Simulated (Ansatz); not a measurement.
Hf4N2O: rattling a relaxed structure

The structure comes from a proposed guess, relaxed at this level; another structure or a mixture of phases may lie lower.

Method: DFT PBE, scalar-relativistic, plane waves, PAW (Ansatz). Cutoff 420 eV; k points 12×12×4 on the computed 7-atom cell (Γ-centred); Gaussian smearing, width 0.10 eV; no spin polarisation.

The cell below (7 atoms, space group P-3m1 (No. 164)) is relaxed within its symmetry.

```
Hf N O
1.0
     3.17878    0.00000    0.00000
    -1.58939    2.75291    0.00000
     0.00000    0.00000   10.79582
Hf N O
4 2 1
Cartesian
  1.5894 0.9176 9.3157
  1.5894 0.9176 4.1129
  0.0000 1.8353 1.4802
  0.0000 1.8353 6.6829
  0.0000 0.0000 8.0168
  0.0000 0.0000 2.7790
  0.0000 0.0000 0.0000
```

For the test it was strained at random (σ = 1.5 % a component), the atoms were moved at random (σ = 0.05 Å), and all was relaxed again on a coarse 6×6×2 mesh (in the run’s order of axes) with 0.20 eV smearing, with no symmetry imposed.

Spin–orbit coupling, which can matter for Hf, is left out.

Problem. What happens?

Solution. It returns, within 1 meV/atom of the unmoved cell on that mesh and with the same symmetry when read at 0.1 Å. So it is stable against the distortions that fit this cell and that this random move excites. Modes that don't fit the cell aren't tested.
